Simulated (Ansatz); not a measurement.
## CoGe₂: do energies and stresses tell the same story?

Computed with DFT PBEsol, scalar-relativistic, plane waves, PAW in Ansatz.

Plane waves to 420 eV, a k mesh through Γ of 8×8×6 on the computed 12-atom cell and Gaussian smearing (0.10 eV); no spin polarisation.

Relaxed cell: Cmce, a = 10.758 Å, b = 5.587 Å, c = 5.594 Å, α = 90.00°, β = 90.00°, γ = 90.00°, 12 atoms in the primitive cell. Whether it is the stable form of this composition wasn't checked.

Energies at zero smearing and pressures from the stress tensor, at volumes with shape and atoms relaxed:
```json
{"V (Å³/atom)": "12.750", "E − E(first) (meV/atom)": "0.00", "P (GPa)": "17.27"}
{"V (Å³/atom)": "13.171", "E − E(first) (meV/atom)": "-36.04", "P (GPa)": "10.47"}
{"V (Å³/atom)": "13.591", "E − E(first) (meV/atom)": "-55.71", "P (GPa)": "4.77"}
{"V (Å³/atom)": "14.011", "E − E(first) (meV/atom)": "-61.74", "P (GPa)": "-0.01"}
{"V (Å³/atom)": "14.432", "E − E(first) (meV/atom)": "-56.28", "P (GPa)": "-4.04"}
{"V (Å³/atom)": "14.852", "E − E(first) (meV/atom)": "-41.07", "P (GPa)": "-7.44"}
```

Problem. Check P = −dE/dV between neighbouring volumes, and get the bulk modulus from the pressures alone.

Solution. With 1 eV/Å³ = 160.2 GPa:
| middle V (Å³/atom) | −ΔE/ΔV (GPa) | mean P (GPa) |
| --- | --- | --- |
| 12.960 | 13.738 | 13.871 |
| 13.381 | 7.495 | 7.619 |
| 13.801 | 2.299 | 2.381 |
| 14.221 | -2.079 | -2.025 |
| 14.642 | -5.798 | -5.742 |

The two differ by 0.13 GPa at most. The mean of two end pressures misses the average over a step by about ΔV² P″/12, up to 0.10 GPa here; with that taken off 0.04 GPa remains. The stress is the derivative of the free energy, not of the energy at zero smearing, and with free energies 0.00 GPa remains. Around V = 14.011 Å³/atom, the two neighbours give B = −V ΔP/ΔV = 14.011 × 8.81 / 0.841 = 146.9 GPa, against B0 = 146.0 GPa from the Birch–Murnaghan fit of the energies.

A ferromagnetic start lost its moments in a first run, so spin was left out; other magnetic orders weren't tried.

Cost: 7 runs of about 47 core-minutes in all, on Intel Xeon Platinum 8488C (Sapphire Rapids) (shared hosts).